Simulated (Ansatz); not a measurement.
Starting cell, SrTiO$_{3}$ (cubic perovskite):

```yaml
crystal:
  lattice:
    - [3.93641, 0.00000, 0.00000]
    - [0.00000, 3.93641, 0.00000]
    - [0.00000, 0.00000, 3.93641]
  atoms:
    - { symbol: Sr, position: [0.00000, 0.00000, 0.00000] }
    - { symbol: Ti, position: [0.50000, 0.50000, 0.50000] }
    - { symbol: O, position: [0.00000, 0.50000, 0.50000] }
    - { symbol: O, position: [0.50000, 0.50000, 0.00000] }
    - { symbol: O, position: [0.50000, 0.00000, 0.50000] }
```

The atoms are displaced by Q × the pattern below (from a DFPT mode at Γ, largest move 1; Q in Å), at fixed cell. It is one choice among 3 degenerate patterns.

```csv
atom,x,y,z
Sr1,0.000,0.000,-0.826
Ti2,0.000,0.000,1.000
O3,0.000,0.000,0.586
O4,0.000,0.000,0.360
O5,0.000,0.000,0.586
```

The numbers are results of PBE (plane waves to 420 eV, PAW, scalar-relativistic; Ansatz, an electronic-structure program), not measurements. k mesh 8×8×8 (Γ-centred), Fermi-Dirac smearing 0.05 eV. The energy includes the smearing's −TS. Stress and pressure are positive under compression. SrTiO3 is run without spin polarisation. SrTiO3 was relaxed with its symmetry unable to fall. The zero of ΔE is the undisplaced structure.

```
Q (Å)   ΔE (meV/cell)  P (GPa)  −dE/dQ from forces (eV/Å)
------  -------------  -------  -------------------------
-0.280            415     6.51                      3.334
-0.233            277     4.50                      2.599
-0.187            171     2.87                      1.955
-0.140             94     1.61                      1.390
-0.093             41     0.72                      0.889
-0.047             10     0.18                      0.433
0.000               0     0.01                      0.000
0.047              10     0.18                     -0.433
0.093              41     0.72                     -0.889
0.140              94     1.61                     -1.390
0.187             171     2.87                     -1.955
0.233             277     4.50                     -2.599
0.280             415     6.51                     -3.334
```

Summary:

```
Item                                                                                                                  Value
-----------------------------------------------------------  --------------------------------------------------------------
Energy at Q = 0.280 Å                                                                                          415 meV/cell
Space group of the distorted cell                                                         P4mm (No. 99), lowered from Pm-3m
Symmetry of the curve                                                                         even: the same for both signs
Shape of the curve                                           a single well with its minimum at or next to zero displacement
Harmonic wavenumber from the curvature (finite differences)                                                        144 cm⁻¹
Wavenumber by perturbation theory (DFPT, on another k mesh)                                                        144 cm⁻¹
```

(A displaced cell: forces are minus the slopes of the energy, force constants its curvatures, and phonons follow from these.)
